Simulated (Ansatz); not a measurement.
RhPb in space group P6/mmm (No. 191; Rh on 3f, Pb on 2d, Pb on 1a) under volume change, plane-wave PAW PBEsol (Ansatz code), shape and atoms relaxed at each volume.

```json
[
 {"V (Å³/atom)": "18.713", "E − E(relaxed) (meV/atom)": "81.9", "P (GPa)": "15.63"},
 {"V (Å³/atom)": "19.329", "E − E(relaxed) (meV/atom)": "___", "P (GPa)": "___"},
 {"V (Å³/atom)": "19.946", "E − E(relaxed) (meV/atom)": "8.0", "P (GPa)": "4.27"},
 {"V (Å³/atom)": "20.563", "E − E(relaxed) (meV/atom)": "0.0", "P (GPa)": "0.00"},
 {"V (Å³/atom)": "21.180", "E − E(relaxed) (meV/atom)": "7.0", "P (GPa)": "-3.53"},
 {"V (Å³/atom)": "21.797", "E − E(relaxed) (meV/atom)": "26.4", "P (GPa)": "-6.46"},
 {"V (Å³/atom)": "22.414", "E − E(relaxed) (meV/atom)": "___", "P (GPa)": "___"}
]
```

Task: Some entries are withheld; supply them.

Result: 
- 22.414, E − E(relaxed) (meV/atom): 56.1
- 22.414, P (GPa): -8.86
- 19.329, E − E(relaxed) (meV/atom): 34.0
- 19.329, P (GPa): 9.42

Task: What does a third-order Birch–Murnaghan fit give for V₀, B₀ and B′?

Result: V₀ = 20.56 Å³/atom, B₀ = 129 GPa, B′ = 5.3.

The workflow started from a Materials Project entry (that database holds measured and hypothetical structures alike); the Crystallography Open Database files this formula in space group No. 191, but the cells were not matched. Whether it is the stable phase at ambient conditions was not checked. The PBEsol relaxation kept the symmetry of its start. At this level the phase is dynamically unstable (imaginary phonons). The run is not spin-polarised. Scalar-relativistic: spin–orbit coupling is off unless named, which matters more the heavier the elements.

Potentials: the later of the program's two PAW sets.
